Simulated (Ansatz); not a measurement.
MgS (rock salt, Fm-3m), DFT-LDA in the program Ansatz with PAW potentials. The conduction-band minimum lies at X, with 3 equivalent valleys. Second derivatives d²E/dk² of the lowest band at one valley (eV·Å²), along Cartesian directions:

| direction | d²E/dk² |
|---|---|
| [100] | 14.37 |
| [010] | 26.72 |
| [001] | 26.72 |
| [110] | 20.55 |
| [101] | 20.55 |
| [011] | 26.69 |

Task: Find the principal effective masses, the density-of-states mass and the conductivity mass.

Result: Off-diagonal terms follow from H_xy = H[110] − (H_xx + H_yy)/2, and m*/mₑ = 7.620 eV·Å² over each eigenvalue: 0.28, 0.29, 0.53. One valley's DOS mass (m₁m₂m₃)^(1/3) = 0.35, conductivity mass 3/(Σ 1/mᵢ) = 0.34 mₑ.

Task: What effective density of states Nc follows at 300 K for parabolic valleys?

Result: Nc = 2.509e19 × 3 × (0.35)^(3/2) ≈ 1.6e19 cm⁻³.

Task: With the computed static dielectric constant 14.4 (mean of the diagonal), estimate a hydrogenic donor's binding energy and radius.

Result: E = 13.606 eV × 0.34/14.4² ≈ 22 meV; a = 0.529 Å × ε/m* ≈ 22 Å. Semilocal masses tend to be too small when the gap is underestimated.

Task: With ε∞ = 5.58 and ω_LO = 403 cm⁻¹, what Fröhlich coupling constant follows?

Result: α = (1/ε∞ − 1/ε0) √(m* × 13.606 eV/ħω_LO) = 1.1.

Symmetry was held in the LDA relaxation.

Potentials: the earlier of the program's two PAW sets. The files were generated under PBE; for other functionals the program regenerates the frozen cores, and for LDA and PBEsol the local potential too.
